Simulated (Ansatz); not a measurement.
Rb2YAgF6:
```
Rb2YAgF6
1.0
    0.00000     4.55255     4.55255
    4.55255     0.00000     4.55255
    4.55255     4.55255     0.00000
Rb Y Ag F
2 1 1 6
Direct
  0.75000   0.75000   0.75000
  0.25000   0.25000   0.25000
  0.50000   0.50000   0.50000
  0.00000   0.00000   0.00000
  0.73654   0.26346   0.26346
  0.26346   0.73654   0.73654
  0.26346   0.73654   0.26346
  0.73654   0.26346   0.73654
  0.26346   0.26346   0.73654
  0.73654   0.73654   0.26346
```

Relaxed with r²SCAN. Special points in fractions of this cell's reciprocal vectors: Γ (0.000, 0.000, 0.000); X (0.500, 0.000, 0.500); U (0.625, 0.250, 0.625); K (0.375, 0.375, 0.750); L (0.500, 0.500, 0.500); W (0.500, 0.250, 0.750).

**Question.** List the band energies nearest the valence-band maximum at these points for r²SCAN (plane waves, PAW; program Ansatz).

**Answer.** In eV from the valence-band maximum; about four levels below and three above (degenerate sets whole), none deeper than 8.9 eV; points with the same levels are listed once.

```csv
k,below,above
Γ,-0.98 -0.98 -0.98 -0.24 -0.24,3.33 6.25 6.25 6.25
X,-0.88 -0.88 -0.24 -0.20,4.72 5.90 6.31
U,-0.89 -0.89 -0.17 -0.12,4.84 6.20 6.31
L,-0.91 -0.91 0.00 0.00,4.82 5.80 6.22 6.22
W,-0.92 -0.92 -0.88 -0.21 -0.08,4.87 6.28 6.28
```

Space group Fm-3m. The first step of the workflow began from a Materials Project structure, measured or hypothetical; the Crystallography Open Database copy checked does not list it. Whether it is the stable phase at ambient conditions was not checked. The cell was relaxed with r²SCAN under the symmetry of its start; its stability against distortions is not shown here. The run is not spin-polarised. Spin–orbit coupling is left out wherever it is not named.

Potentials: the later of the program's two PAW sets.
